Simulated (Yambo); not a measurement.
Yambo run on AgI (wurtzite, space group P6_3mc, No. 186). The wavefunctions come from this Quantum ESPRESSO step (PBEsol, PseudoDojo standard norm-conserving files, scalar-relativistic):

```
&CONTROL
  calculation = 'nscf'
  pseudo_dir = './pseudo'
  outdir = './out'
/
&SYSTEM
  ibrav = 0
  nat = 4
  ntyp = 2
  ecutwfc = 82.0
  ecutrho = 328.0
  occupations = 'fixed'
  force_symmorphic = .true.
  nbnd = 206
/
&ELECTRONS
  conv_thr = 4e-09
  diago_full_acc = .true.
  diago_thr_init = 1e-08
/
ATOMIC_SPECIES
Ag 107.8682 Ag.upf
I 126.9045 I.upf
CELL_PARAMETERS angstrom
  4.556630422886   0.000000000000   0.000000000000
 -2.278315211443   3.946157701876   0.000000000000
  0.000000000000   0.000000000000   7.444345482000
ATOMIC_POSITIONS crystal
Ag   0.333333333000   0.666666667000   0.002452800900
Ag   0.666666666333   0.333333333667   0.502452800900
I   0.333333333000   0.666666667000   0.377447199100
I   0.666666666333   0.333333333667   0.877447199100
K_POINTS automatic
3 3 2 0 0 0
```

Yambo input:

```
rim_cut
gw0
dyson
el_el_corr
HF_and_locXC
ppa
em1d
RandQpts= 1000000
RandGvec= 1 Ry
EXXRLvcs= 82 Ry
VXCRLvcs= 328 Ry
Chimod= "HARTREE"
% BndsRnXp
 9 | 204 |
%
NGsBlkXp= 7 Ry
% LongDrXp
 1.0 | 1.0 | 1.0 |
%
PPAPntXp= 27.2114 eV
% GbndRnge
 1 | 204 |
%
GTermKind= "BG"
DysSolver= "n"
ExtendOut
% QPkrange
 1 | 1 | 26 | 27 |
 2 | 2 | 26 | 27 |
 5 | 5 | 26 | 27 |
 6 | 6 | 26 | 27 |
%
```

k points by index: 1 = Γ, 2 = A, 5 = K, 6 = H.

Table of the .qp output:

```
#    K-point    Band    Eo [eV]    E [eV]    E-Eo [eV]    Vxc [eV]    Vnlxc [eV]    Sc|Eo [eV]    Sc|E [eV]    dSc/dw|Eo [eV]    Re(Z)    Im(Z)
#
    1    26    0.000000    -0.760152    -0.760152    -17.25004    -20.77811    2.571826    2.767924    -7.018672    0.794953    -0.001418
    1    27    1.228450    1.611321    0.382870    -9.512869    -5.387429    -3.659858    -3.742570    -5.876700    0.822390    -0.001306
    2    26    -0.391751    -1.184787    -0.793036    -16.78194    -20.41261    2.631494    2.837637    -7.072264    0.793711    -0.001438
    2    27    2.552870    2.970664    0.417794    -9.997552    -5.718767    -3.767819    -3.860991    -6.066599    0.817697    -0.001337
    5    26    -1.404872    -2.269758    -0.864886    -16.51114    -20.52639    2.919748    3.150364    -7.254552    0.789512    -0.001531
    5    27    4.216823    4.331023    0.114200    -8.834858    -5.281565    -3.414824    -3.439093    -5.776765    0.824881    -0.001323
    6    26    -1.191567    -2.034433    -0.842866    -16.02138    -19.81955    2.732124    2.955301    -7.203987    0.790673    -0.001484
    6    27    3.852743    4.332464    0.479721    -10.81675    -6.426772    -3.800928    -3.910261    -6.200083    0.814430    -0.001364
```
(The two width columns are left out.) Convergence of these settings isn't established.

Spin-orbit coupling is not included.

Geometry relaxed with PBEsol.
